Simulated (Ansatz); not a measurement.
# Ru (dhcp): energy against volume

These are results of Ansatz, DFT, r2SCAN, plane waves (500 eV) with PAW, scalar-relativistic, not measurements. The PAW files were generated under PBE, with cores re-solved for the functional.

The cell is scaled uniformly from the relaxed one, with fractional coordinates and shape fixed. Energies are extrapolated to zero smearing, pressures are those at the given smearing. Magnetic state: non-magnetic.

A Birch-Murnaghan fit gives V₀ = 13.54 Å³/atom, B₀ = 333 GPa, B₀′ = 4.8.

What are the energy above the minimum and the pressure at 12.460 Å³/atom?

105.0 meV/atom and 33.88 GPa as computed.

What are the energy above the minimum and the pressure at 14.086 Å³/atom?

21.3 meV/atom and -11.95 GPa as computed.

What are the energy above the minimum and the pressure at 14.627 Å³/atom?

78.5 meV/atom and -21.35 GPa as computed.
